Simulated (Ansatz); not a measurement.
One crystal and one scan (scan of one atom of the cell) at two levels, r2SCAN (plane waves to 500 eV, PAW, scalar-relativistic; Ansatz, a program for electronic structure) and PBE (plane waves to 420 eV, PAW, scalar-relativistic; Ansatz), each from its own relaxed cell and on its own mesh. The cell shown is that of r2SCAN.

Relaxed HfN (rock salt):

```
HfN
1.0
    0.00000     2.26297     2.26297
    2.26297     0.00000     2.26297
    2.26297     2.26297     0.00000
N Hf
1 1
Direct
  0.00000   0.00000   0.00000
  0.50000   0.50000   0.50000
```

Scan: atom 1 (N, nearest neighbour Hf at 2.263 Å; its periodic images, 3.2 Å or more away, move with it) is displaced along Cartesian x, direction (1.000, 0.000, 0.000) in Cartesian axes, by s. The other atoms stay.

The energy includes the smearing's −TS. HfN is run without spin polarisation. HfN was relaxed with its symmetry unable to fall. Spin-orbit coupling is left out, though Hf is heavy. The PAW data are Ansatz's earlier set. (PBE) Left out: 2 of 11 points, with atoms too close for the PAW data. (r2SCAN) Left out: 2 of 11 points, with atoms too close for the PAW data. With partly filled bands, energies and forces of such displacements shift with the k mesh and the smearing. Percentages come from the unrounded values. Both scans cover s from -0.360 to 0.360 Å.

Results of r2SCAN:

* **Lattice constant a (Å)**: 4.526
* **Energy at s = 0.360 Å (meV/cell)**: 829
* **Force along the line at s = -0.360 Å (eV/Å)**: 5.127
* **Force constant k = d²E/ds² at s = 0 (finite differences) (eV/Å²)**: 11.49
* **Zone-centre optical wavenumber from k (cm⁻¹)**: 491
* **Symmetry of the curve**: even: the same for both signs
* **Shape of the curve**: a single well with its minimum at or next to zero displacement

Task: What does PBE give for the same quantities?

Result: 
```json
[
 {"quantity": "Lattice constant a (Å)", "PBE": "4.548", "r2SCAN − PBE": "-0.022 (-0.5 %)"},
 {"quantity": "Energy at s = 0.360 Å (meV/cell)", "PBE": "788", "r2SCAN − PBE": "+41 (+5.2 %)"},
 {"quantity": "Force along the line at s = -0.360 Å (eV/Å)", "PBE": "4.904", "r2SCAN − PBE": "+0.223 (+4.6 %)"},
 {"quantity": "Force constant k = d²E/ds² at s = 0 (finite differences) (eV/Å²)", "PBE": "10.88", "r2SCAN − PBE": "+0.61 (+5.7 %)"},
 {"quantity": "Zone-centre optical wavenumber from k (cm⁻¹)", "PBE": "477", "r2SCAN − PBE": "+14 (+2.8 %)"}
]
```

r2SCAN gives the higher value for: energy at s = 0.360 Å; force along the line at s = -0.360 Å; force constant k = d²E/ds² at s = 0; zone-centre optical wavenumber from k. r2SCAN gives the lower value for: lattice constant a. Both give the same symmetry of the curve: even: the same for both signs.

(For displaced atoms, the force is minus the slope of the energy, and its curvature is a force constant, which sets phonon frequencies.)
